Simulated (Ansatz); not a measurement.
SiGe2N4 (β-Si3N4 sites, Pm) by several functionals

All numbers come from the PAW code Ansatz. All values are calculated for a non-magnetic cell, which may be hypothetical.

The cell is SiGe2N4 on the sites of β-Si3N4 (relaxed group Pm); cell and atoms were relaxed with r2SCAN. The symmetry is Pm (No. 6, monoclinic); conventional cell a = 7.893 Å, b = 3.020 Å, c = 7.898 Å, β = 120.0°, 11.65 Å³ an atom. Around Si lie 4 N at 1.73–1.77 Å; around Ge lie 4 N at 1.84–1.87 Å; around Ge lie 4 N at 1.82–1.83 Å; around Si lie 4 N at 1.74–1.76 Å; around Ge lie 4 N at 1.81–1.83 Å; around Ge lie 4 N at 1.81–1.85 Å; around N lie 2 Si at 1.73–1.74 Å and 1 Ge at 1.83 Å; around N lie 3 Ge at 1.82–1.84 Å (further sites aren't listed).

```cif
data_structure
_symmetry_space_group_name_H-M 'P 1'
_symmetry_Int_Tables_number 1
_cell_length_a 7.9001
_cell_length_b 3.0197
_cell_length_c 7.8933
_cell_angle_alpha 90.000
_cell_angle_beta 119.990
_cell_angle_gamma 90.000
_cell_volume 163.10
loop_
_atom_site_label
_atom_site_type_symbol
_atom_site_fract_x
_atom_site_fract_y
_atom_site_fract_z
_atom_site_occupancy
Si1 Si 0.59033 0.50000 0.82476 1
Ge1 Ge 0.82983 0.00000 0.22977 1
Ge2 Ge 0.76493 0.00000 0.59741 1
Si2 Si 0.23671 0.50000 0.41077 1
Ge3 Ge 0.17461 0.50000 0.76208 1
Ge4 Ge 0.40185 0.00000 0.17530 1
N1 N 0.34045 0.50000 0.66325 1
N2 N 0.66689 0.00000 0.33339 1
N3 N 0.70012 0.50000 0.68209 1
N4 N 0.65839 0.00000 0.95982 1
N5 N 0.02804 0.00000 0.68977 1
N6 N 0.98257 0.50000 0.30021 1
N7 N 0.30158 0.00000 0.34292 1
N8 N 0.32370 0.50000 0.02844 1
```

On this one geometry the levels give:

| level | k mesh | gap (eV) | kind | edges | least direct gap (eV) |
| --- | --- | --- | --- | --- | --- |
| PBE+SOC | 4×8×4 | 2.93 | indirect | (0.005, 0, 0.453) → Γ | 2.93 |
| r2SCAN | 4×8×4 | 3.43 | indirect | A → Γ | 3.44 |
| HSE06 | 2×6×2 | 4.47 | indirect | A → Γ | 4.47 |
| PBE0 | 2×6×2 | 5.21 | indirect | A → Γ | 5.21 |

Wave cutoffs: 420 eV, 500 eV (r2SCAN).
Points off the special ones are mesh points or PBE's searched band edges, reused at the other levels. PBE's own run along the path (2.93 eV) came before the search for the edges and missed one, so it isn't listed.

HSE06 gives an indirect gap of 4.465 eV, from A to Γ; the least direct gap is 4.467 eV at Γ. Least and direct gap differ so little that the kind isn't settled.

Direct and least gap lie within 0.04 eV at some levels, so the kind of gap isn't settled.

r2SCAN (ground state on 4×8×4): The electronic dielectric tensor ε∞ is 4.47, 4.56 and 4.45 along x, y and z. Born charges, averaged over directions: Si +3.44 to +3.47, Ge +3.33 to +3.39, N -2.61 to -2.47 e. The program notes that the ground state's band table doesn't vouch for all the bands that the response reads.

Only the levels marked +SOC include spin-orbit coupling.

Coordinates of k points refer to the reciprocal vectors of the primitive cell of the runs.

The meshes of the hybrids are coarse, so their gaps aren't converged to the digits shown.
